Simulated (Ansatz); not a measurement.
The relaxed structure here is a generated cell of HfN: the first start was made by placing the elements on the sites of a structure type, and the end was not matched to a known phase here, so it may be hypothetical. Known forms of HfN include space group No. 225.

A relaxed structure of HfN. All values below come from PBEsol (plane waves to 420 eV, PAW, scalar-relativistic; Ansatz, a first-principles code).

```cif
data_HfN
_chemical_formula_sum 'N1 Hf1'
_space_group_name_H-M_alt 'P 1'
_space_group_IT_number 1
_cell_length_a 2.79102
_cell_length_b 2.79102
_cell_length_c 2.79102
_cell_angle_alpha 90.000
_cell_angle_beta 90.000
_cell_angle_gamma 90.000
loop_
_space_group_symop_operation_xyz
  'x, y, z'
loop_
_atom_site_label
_atom_site_type_symbol
_atom_site_fract_x
_atom_site_fract_y
_atom_site_fract_z
_atom_site_occupancy
N1 N 0.00000 0.00000 0.00000 1
Hf1 Hf 0.50000 0.50000 0.50000 1
```

Problem. Determine the symmetry and give the standard cell with its independent sites.

Solution. Space group Pm-3m (No. 221); a = 2.791 Å, b = 2.791 Å, c = 2.791 Å, α = 90.00°, β = 90.00°, γ = 90.00°

```
atom  site  symmetry       x       y       z
----  ----  --------  ------  ------  ------
N       1a      m-3m  0.0000  0.0000  0.0000
Hf      1b      m-3m  0.5000  0.5000  0.5000
```

This is the CsCl type.

Problem. Give the shortest distances between elements (the closest pairs, up to four, under 3.6 Å).

Solution. Hf–N 2.42 Å; N–N 2.79 Å; Hf–Hf 2.79 Å.

| Item | Result |
|---|---|
| Volume per atom | 10.87 Å³ |
| Band gap | no gap (metallic) |

No spin polarisation in the result. The relaxed primitive cell holds an odd number of electrons. A magnetic state may lie lower.

The run could not lose the symmetry of its start; a randomly shaken copy of 4 atoms returns to this structure.
